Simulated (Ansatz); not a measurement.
# Calculated 17O NMR of the central transition for CsH2SNO3

Cell: a Materials Project structure (computed, not necessarily an observed phase).

Space group P2_1/c (No. 14); a = 8.3231, b = 7.6542, c = 8.7232 Å, β = 115.27°.

| site | Wyckoff | site symmetry | x | y | z |
| --- | --- | --- | --- | --- | --- |
| Cs | 4e | 1 | 0.1837 | 0.8540 | 0.9405 |
| H5 | 4e | 1 | 0.5296 | 0.0075 | 0.3408 |
| H9 | 4e | 1 | 0.6434 | 0.8825 | 0.2643 |
| S | 4e | 1 | 0.7287 | 0.8484 | 0.5449 |
| N | 4e | 1 | 0.6544 | 0.9626 | 0.3638 |
| O21 | 4e | 1 | 0.5964 | 0.7127 | 0.5314 |
| O25 | 4e | 1 | 0.7462 | 0.9809 | 0.6740 |
| O29 | 4e | 1 | 0.8984 | 0.7718 | 0.5661 |

One atom of each set is listed.

The numbers come from a DFT calculation in Ansatz (PBE, plane waves and PAW, scalar-relativistic, 420 eV cutoff, Γ-centred 3×3×3 k-points, Fermi–Dirac smearing 0.02 eV).

17O has I = 5/2 and Q = -25.58 mb (Pyykkö 2018); at 23.5 T its Larmor frequency is ν₀ = 135.7 MHz. Only the quadrupole interaction is simulated: positions count from each site's isotropic chemical shift, and J coupling is left out, as are shift anisotropy and dipolar coupling, which fast spinning averages.

Task: What does the 17O spectrum (fast magic-angle spinning) show for each site?

Result: 

```tsv
site	first shell	C_Q (MHz)	η	P_Q (MHz)	δ_QIS (ppm)	breadth (kHz)
O21	1 S at 1.48 Å; also 1 H at 2.03 Å, 2 Cs at 3.22–3.25 Å	-7.87	0.13	7.90	-20.3	6.13
O25	1 S at 1.48 Å; also 1 Cs at 3.16 Å	-7.91	0.12	7.93	-20.5	6.17
O29	1 S at 1.47 Å; also 3 Cs at 3.16–3.27 Å	-7.82	0.17	7.86	-20.1	6.13
```

δ_QIS = −(ν_Q²/30ν₀²)[I(I+1) − 3/4](1 + η²/3) × 10⁶ ppm with ν_Q = 3|C_Q|/[2I(2I−1)]; it falls as 1/B₀² in ppm, and the breadth as 1/B₀ in kHz.

At O21, O25 and O29 V_zz points along its bond to S (within 2°) in each case.

The largest force is 0.3 eV/Å, so the atoms aren't at the calculated equilibrium and relaxing them would move these values.
